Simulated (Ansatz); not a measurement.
Strain and the gap of RbSrBr3 (cubic perovskite)

RbSrBr3, cubic perovskite, relaxed with r2SCAN in Ansatz. It is cubic, Pm-3m (No. 221); conventional cell a = 5.946 Å, 42.05 Å³ an atom. Around Rb lie 12 Br at 4.20 Å; around Sr lie 6 Br at 2.97 Å; around Br lie 2 Sr at 2.97 Å and 4 Rb at 4.20 Å.

The axes x, y and z are those of this cell:
```
Rb Sr Br
1.0
     5.94608    0.00000    0.00000
     0.00000    5.94608    0.00000
     0.00000    0.00000    5.94608
Rb Sr Br
1 1 3
Direct
  0.00000 0.00000 0.00000
  0.50000 0.50000 0.50000
  0.50000 0.50000 0.00000
  0.50000 0.00000 0.50000
  0.00000 0.50000 0.50000
```

Unstrained: The PBE gap is indirect, 3.919 eV (R to Γ), below the direct gap of 4.158 eV at Γ. The r2SCAN gap is indirect, 4.595 eV (R to Γ), below the direct gap of 4.839 eV at Γ. The HSE06 gap is indirect, 5.042 eV (R to Γ), below the direct gap of 5.293 eV at Γ. Meshes: PBE 4×4×4, r2SCAN 4×4×4, HSE06 4×4×4. Strains are changes of length per length, and xy shears are angles. After each strain the atoms were relaxed again with r2SCAN within the symmetry that the strain leaves, so tilts or polar shifts that break it weren't tested; points keep the names that they have in the unstrained zone. All values are calculated for a non-magnetic cell, which may be hypothetical.

Changes of the least gap in eV (an overlap counts as a negative gap):
```json
{"strain": "uniaxial +1.5 % along z", "volume change (%)": "+1.5", "space group": "P4/mmm", "PBE": "-0.035", "r2SCAN": "-0.035", "HSE06": "-0.036", "energy rise, r2SCAN (meV/atom)": "1.2"}
{"strain": "isotropic +5.0 % on every length", "volume change (%)": "+15.8", "space group": "Pm-3m", "PBE": "-0.244", "r2SCAN": "-0.231", "HSE06": "-0.252", "energy rise, r2SCAN (meV/atom)": "46.0"}
{"strain": "uniaxial +5.0 % along x", "volume change (%)": "+5.0", "space group": "P4/mmm", "PBE": "-0.117", "r2SCAN": "-0.116", "HSE06": "-0.121", "energy rise, r2SCAN (meV/atom)": "12.3"}
{"strain": "xy shear, engineering strain (angle) -2.0 %", "volume change (%)": "0.0", "space group": "Cmmm", "PBE": "-0.005", "r2SCAN": "-0.006", "HSE06": "-0.005", "energy rise, r2SCAN (meV/atom)": "0.2"}
```

Uniaxial +1.5 % along z, other directions held. HSE06: the gap goes from 5.042 to 5.006 eV (-0.036 eV). Stress change with r2SCAN, compression positive: xx -0.07, yy -0.07, zz -0.63 GPa.

Isotropic +5.0 % on every length. HSE06: the gap goes from 5.042 to 4.790 eV (-0.252 eV). Stress change with r2SCAN, compression positive: xx -1.96, yy -1.96, zz -1.96 GPa. For HSE06, dE_g/d ln V = -1.7 eV over this step.

Uniaxial +5.0 % along x, other directions held. HSE06: the gap goes from 5.042 to 4.921 eV (-0.121 eV). Stress change with r2SCAN, compression positive: xx -1.72, yy -0.23, zz -0.23 GPa.

Xy shear, engineering strain (angle) -2.0 %. HSE06: the gap goes from 5.042 to 5.037 eV (-0.005 eV). Stress change with r2SCAN, compression positive: xx 0.00, yy 0.00, zz 0.00, xy +0.09 GPa.

The runs are scalar-relativistic, without spin-orbit coupling.

The meshes of the hybrids are coarse, so their gaps aren't converged to the digits shown.
